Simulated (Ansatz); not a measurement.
Trial structure of Sb₂S, not yet relaxed:

```cif
data_structure
_symmetry_space_group_name_H-M 'I4/mmm'
_symmetry_Int_Tables_number 139
_cell_length_a 4.7838
_cell_length_b 4.7838
_cell_length_c 5.9284
_cell_angle_alpha 90.000
_cell_angle_beta 90.000
_cell_angle_gamma 90.000
_cell_volume 135.67
loop_
_atom_site_label
_atom_site_type_symbol
_atom_site_symmetry_multiplicity
_atom_site_Wyckoff_symbol
_atom_site_fract_x
_atom_site_fract_y
_atom_site_fract_z
_atom_site_occupancy
Sb1 Sb 4 d 0.50000 0.00000 0.25000 1
S1 S 2 a 0.00000 0.00000 0.00000 1
```

These are results of DFT PBE, scalar-relativistic, plane waves, PAW (Ansatz 0.2.0), not measurements. Plane waves to 420 eV, a k mesh through Γ of 6×6×6 on the computed 3-atom cell and Gaussian smearing (0.10 eV); no spin polarisation.

Formation energies are uncorrected and refer to the elements' standard structures at the same level.

**Question.** Estimate its pressure, forces and energy as it stands.

**Answer.** The pressure is 13.1 GPa (the mean over three directions, positive in compression), the largest force is 0.00 eV/Å (symmetry fixes the atoms), and the energy is +0.62 eV/atom against the elements. The shortest distance is 2.81 Å.

**Question.** Is it a good guess?

**Answer.** A fair one: relaxing gains about 0.15 eV/atom (the start's value is from the coarse mesh, so the gain is rough) in 11 ionic steps and ends at +0.47 eV/atom on the finer mesh. The symmetry stays I4/mmm (No. 139). The volume per atom grows by 19.8 %, from 22.6 to 27.1 Å³. The shortest distance goes from 2.81 Å (Sb–S) to 3.00 Å (Sb–S). Conventional cell: a = 5.187 Å, c = 6.044 Å. Sb is surrounded by 4 S at 3.00 Å, 2 Sb at 3.02 Å and 4 Sb at 3.67 Å; S is surrounded by 8 Sb at 3.00 Å.

The last run used a 12×12×12 mesh for its 3-atom cell and Gaussian smearing of 0.10 eV. These runs have no spin–orbit coupling, which can matter for Sb. The reference form of S is held partly by dispersion forces, which this level lacks. The relaxation can't lower the symmetry of the start, and the grade says only how near the guess is to its own end. Symmetry constrained the relaxation, so the result can be a saddle point. Another cell of Sb2S relaxed alike, in P4/nmm, lies 0.37 eV/atom lower, so this cell isn't the stable form at this level.
